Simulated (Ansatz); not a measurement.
Start of a relaxation of LiSnF₄:

Space group P4/mmm (No. 123). a = 4.050 Å, b = 4.050 Å, c = 5.959 Å, α = 90.00°, β = 90.00°, γ = 90.00°
```csv
atom,site,symmetry,x,y,z
Li,1d,4/mmm,0.5000,0.5000,0.5000
Sn,1a,4/mmm,0.0000,0.0000,0.0000
F,2g,4mm,0.0000,0.0000,0.3154
F,2f,mmm.,0.0000,0.5000,0.0000
```

Computed with DFT PBE, scalar-relativistic, plane waves, PAW (Ansatz). Cutoff 420 eV, Gaussian smearing, Γ-centred meshes. Cell and atoms relax first on a coarse mesh and then on a finer one. In between, the cell is made exact in the group found at 0.06 Å. In metals the finer mesh still leaves noise of several meV/atom or more. The steps can't lower the symmetry of their start. No spin polarisation.

A guess keeps its type if space group and coordination stay and the shape of the cell changes little (axis ratios within about 15 %, angles within 6°); the volume may change.

Question: Does this structure survive the relaxation?

Answer: It keeps its type. The symmetry stays P4/mmm (No. 123). The volume per atom grows by 28.2 %, from 16.3 to 20.9 Å³. The shortest distance goes from 1.88 Å (Sn–F) to 2.11 Å (Sn–F). The ratio c/a of the conventional cell changes by a factor of 1.09. Counting neighbours within 15 % of an atom's shortest distance, the start has F 1/2, Li 8, Sn 6 and the end F 1/2, Li 8, Sn 6.

Energies over the elements count from the elements' standard structures at the same level (F₂ as a molecule), with no fitted energy shifts. The references include grey tin.

Question: At what energy does it end?

Answer: −2.13 eV/atom. It lies below the elements, which doesn't yet make it stable against other compounds or structures.

The last run used a 10×10×6 mesh (in the run's order of axes) for its 6-atom cell and Gaussian smearing of 0.10 eV. Weakly bound directions are ill-defined at this level, which has no dispersion term. An odd number of electrons in the primitive cell allows no gap without spin; a larger cell or a magnetic state could open one. A structure relaxed within its symmetry needn't be a true minimum.

In counts of neighbours, a slash parts the counts of unlike sites.
